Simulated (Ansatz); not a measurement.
BeS:
```
CELL_PARAMETERS angstrom
      0.00000     2.30404     2.30404
      2.30404     0.00000     2.30404
      2.30404     2.30404     0.00000
ATOMIC_POSITIONS crystal
  S  0.00000 0.00000 0.00000
  Be 0.50000 0.50000 0.50000
```

Relaxed with HSE06. Special points in fractions of this cell's reciprocal vectors: Γ (0.000, 0.000, 0.000); X (0.500, 0.000, 0.500); U (0.625, 0.250, 0.625); K (0.375, 0.375, 0.750); L (0.500, 0.500, 0.500); W (0.500, 0.250, 0.750).

Q: List the band energies nearest the valence-band maximum at these points for the program Ansatz at the HSE06 level (PAW).

A: In eV from the valence-band maximum; about four levels below and three above (degenerate sets whole), none deeper than 8.9 eV; points with the same levels are listed once.

```csv
k,below,above
Γ,-0.35 -0.35 -0.35,6.62 9.86 9.86 9.86
X,-7.60 -3.56 -3.56,1.74 5.10 13.55 13.55
U,-6.81 -5.76 -2.78,3.09 8.60 9.47
L,-8.11 -0.58 -0.58,4.89 4.89 5.14
W,-6.07 -6.07 -4.36,6.00 6.71 10.48 10.48
```

Space group Fm-3m (rock salt). A made-up cell: these elements were put on the sites of a structure type; neither database checked (COD, Materials Project) lists it. COD files the formula under space group No. 216, so this cell is another polymorph or a model. Its standing as an ambient phase is unchecked. The cell was relaxed with HSE06 under the symmetry of its start; whether a distortion lowers the energy is not shown. The hybrid was solved on a coarse mesh, the path and, where they were found, the r²SCAN edge points; its band edges are the extreme levels among these.

Potentials: the later of the program's two PAW sets.
